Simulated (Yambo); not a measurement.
Absorption of SiO$_{2}$ (space group I4/mmm, No. 139) with and without the electron-hole interaction (Yambo, PBEsol bands; 4×4×4 mesh, 16 valence and 7 conduction bands, static screening with 109 bands and a 3 Ry block, scissor 2.85 eV, Tamm-Dancoff; field along x). Axes are Cartesian, with cell vectors (Å) (-4.47, 4.47, 2.61), (4.47, -4.47, 2.61), (4.47, 4.47, -2.61).

```json
[
 {"E (eV)": "6.15", "Im ε, BSE": "0.02", "Im ε, independent quasiparticles": "0.01"},
 {"E (eV)": "6.25", "Im ε, BSE": "0.02", "Im ε, independent quasiparticles": "0.01"},
 {"E (eV)": "6.35", "Im ε, BSE": "0.03", "Im ε, independent quasiparticles": "0.01"},
 {"E (eV)": "6.45", "Im ε, BSE": "0.03", "Im ε, independent quasiparticles": "0.01"},
 {"E (eV)": "6.55", "Im ε, BSE": "0.03", "Im ε, independent quasiparticles": "0.01"},
 {"E (eV)": "6.65", "Im ε, BSE": "0.03", "Im ε, independent quasiparticles": "0.01"},
 {"E (eV)": "6.75", "Im ε, BSE": "0.03", "Im ε, independent quasiparticles": "0.01"},
 {"E (eV)": "6.85", "Im ε, BSE": "0.04", "Im ε, independent quasiparticles": "0.01"},
 {"E (eV)": "6.95", "Im ε, BSE": "0.04", "Im ε, independent quasiparticles": "0.01"},
 {"E (eV)": "7.05", "Im ε, BSE": "0.05", "Im ε, independent quasiparticles": "0.01"},
 {"E (eV)": "7.15", "Im ε, BSE": "0.05", "Im ε, independent quasiparticles": "0.01"},
 {"E (eV)": "7.25", "Im ε, BSE": "0.06", "Im ε, independent quasiparticles": "0.01"},
 {"E (eV)": "7.35", "Im ε, BSE": "0.06", "Im ε, independent quasiparticles": "0.01"},
 {"E (eV)": "7.45", "Im ε, BSE": "0.07", "Im ε, independent quasiparticles": "0.01"},
 {"E (eV)": "7.55", "Im ε, BSE": "0.08", "Im ε, independent quasiparticles": "0.01"},
 {"E (eV)": "7.65", "Im ε, BSE": "0.10", "Im ε, independent quasiparticles": "0.01"},
 {"E (eV)": "7.75", "Im ε, BSE": "0.12", "Im ε, independent quasiparticles": "0.01"},
 {"E (eV)": "7.85", "Im ε, BSE": "0.15", "Im ε, independent quasiparticles": "0.01"},
 {"E (eV)": "7.95", "Im ε, BSE": "0.20", "Im ε, independent quasiparticles": "0.01"},
 {"E (eV)": "8.05", "Im ε, BSE": "0.22", "Im ε, independent quasiparticles": "0.01"},
 {"E (eV)": "8.15", "Im ε, BSE": "0.24", "Im ε, independent quasiparticles": "0.02"},
 {"E (eV)": "8.25", "Im ε, BSE": "0.29", "Im ε, independent quasiparticles": "0.02"},
 {"E (eV)": "8.35", "Im ε, BSE": "0.39", "Im ε, independent quasiparticles": "0.02"},
 {"E (eV)": "8.45", "Im ε, BSE": "0.55", "Im ε, independent quasiparticles": "0.02"},
 {"E (eV)": "8.55", "Im ε, BSE": "0.85", "Im ε, independent quasiparticles": "0.02"},
 {"E (eV)": "8.65", "Im ε, BSE": "1.34", "Im ε, independent quasiparticles": "0.02"},
 {"E (eV)": "8.75", "Im ε, BSE": "2.04", "Im ε, independent quasiparticles": "0.02"},
 {"E (eV)": "8.85", "Im ε, BSE": "2.93", "Im ε, independent quasiparticles": "0.02"},
 {"E (eV)": "8.95", "Im ε, BSE": "4.07", "Im ε, independent quasiparticles": "0.03"},
 {"E (eV)": "9.05", "Im ε, BSE": "3.44", "Im ε, independent quasiparticles": "0.03"},
 {"E (eV)": "9.15", "Im ε, BSE": "2.19", "Im ε, independent quasiparticles": "0.03"},
 {"E (eV)": "9.25", "Im ε, BSE": "1.47", "Im ε, independent quasiparticles": "0.04"},
 {"E (eV)": "9.35", "Im ε, BSE": "1.06", "Im ε, independent quasiparticles": "0.04"},
 {"E (eV)": "9.45", "Im ε, BSE": "0.89", "Im ε, independent quasiparticles": "0.04"},
 {"E (eV)": "9.55", "Im ε, BSE": "0.94", "Im ε, independent quasiparticles": "0.05"},
 {"E (eV)": "9.65", "Im ε, BSE": "1.20", "Im ε, independent quasiparticles": "0.05"},
 {"E (eV)": "9.75", "Im ε, BSE": "1.55", "Im ε, independent quasiparticles": "0.06"},
 {"E (eV)": "9.85", "Im ε, BSE": "1.65", "Im ε, independent quasiparticles": "0.07"},
 {"E (eV)": "9.95", "Im ε, BSE": "1.45", "Im ε, independent quasiparticles": "0.09"},
 {"E (eV)": "10.05", "Im ε, BSE": "1.46", "Im ε, independent quasiparticles": "0.10"},
 {"E (eV)": "10.15", "Im ε, BSE": "1.47", "Im ε, independent quasiparticles": "0.12"},
 {"E (eV)": "10.25", "Im ε, BSE": "1.34", "Im ε, independent quasiparticles": "0.16"},
 {"E (eV)": "10.35", "Im ε, BSE": "1.16", "Im ε, independent quasiparticles": "0.18"},
 {"E (eV)": "10.45", "Im ε, BSE": "1.08", "Im ε, independent quasiparticles": "0.22"},
 {"E (eV)": "10.55", "Im ε, BSE": "0.95", "Im ε, independent quasiparticles": "0.25"},
 {"E (eV)": "10.65", "Im ε, BSE": "0.95", "Im ε, independent quasiparticles": "0.26"},
 {"E (eV)": "10.75", "Im ε, BSE": "0.92", "Im ε, independent quasiparticles": "0.30"},
 {"E (eV)": "10.85", "Im ε, BSE": "0.99", "Im ε, independent quasiparticles": "0.40"},
 {"E (eV)": "10.95", "Im ε, BSE": "0.90", "Im ε, independent quasiparticles": "0.59"},
 {"E (eV)": "11.05", "Im ε, BSE": "0.85", "Im ε, independent quasiparticles": "0.77"},
 {"E (eV)": "11.15", "Im ε, BSE": "0.75", "Im ε, independent quasiparticles": "0.94"},
 {"E (eV)": "11.25", "Im ε, BSE": "0.72", "Im ε, independent quasiparticles": "0.96"},
 {"E (eV)": "11.35", "Im ε, BSE": "0.66", "Im ε, independent quasiparticles": "0.90"},
 {"E (eV)": "11.45", "Im ε, BSE": "0.66", "Im ε, independent quasiparticles": "0.91"},
 {"E (eV)": "11.55", "Im ε, BSE": "0.68", "Im ε, independent quasiparticles": "0.99"},
 {"E (eV)": "11.65", "Im ε, BSE": "0.64", "Im ε, independent quasiparticles": "1.07"},
 {"E (eV)": "11.75", "Im ε, BSE": "0.66", "Im ε, independent quasiparticles": "1.18"},
 {"E (eV)": "11.85", "Im ε, BSE": "0.60", "Im ε, independent quasiparticles": "1.36"},
 {"E (eV)": "11.95", "Im ε, BSE": "0.64", "Im ε, independent quasiparticles": "1.58"},
 {"E (eV)": "12.05", "Im ε, BSE": "0.63", "Im ε, independent quasiparticles": "1.79"},
 {"E (eV)": "12.15", "Im ε, BSE": "0.65", "Im ε, independent quasiparticles": "2.03"},
 {"E (eV)": "12.25", "Im ε, BSE": "0.67", "Im ε, independent quasiparticles": "2.17"},
 {"E (eV)": "12.35", "Im ε, BSE": "0.60", "Im ε, independent quasiparticles": "2.25"},
 {"E (eV)": "12.45", "Im ε, BSE": "0.53", "Im ε, independent quasiparticles": "2.23"}
]
```

The scissor comes from a G0W0 run whose convergence isn't established. Broadening 0.15 eV. The band window holds all transitions up to 12.5 eV. Fine structure above the onset can come from the mesh.

Geometry of the Materials Project entry, not relaxed at this level; primitive cell a = b = c = 6.8425 Å, α = β = 98.38°, γ = 135.12°.

This is not the ordinary phase of the substance; no match was found in the copy of COD used, and its stability was not checked.
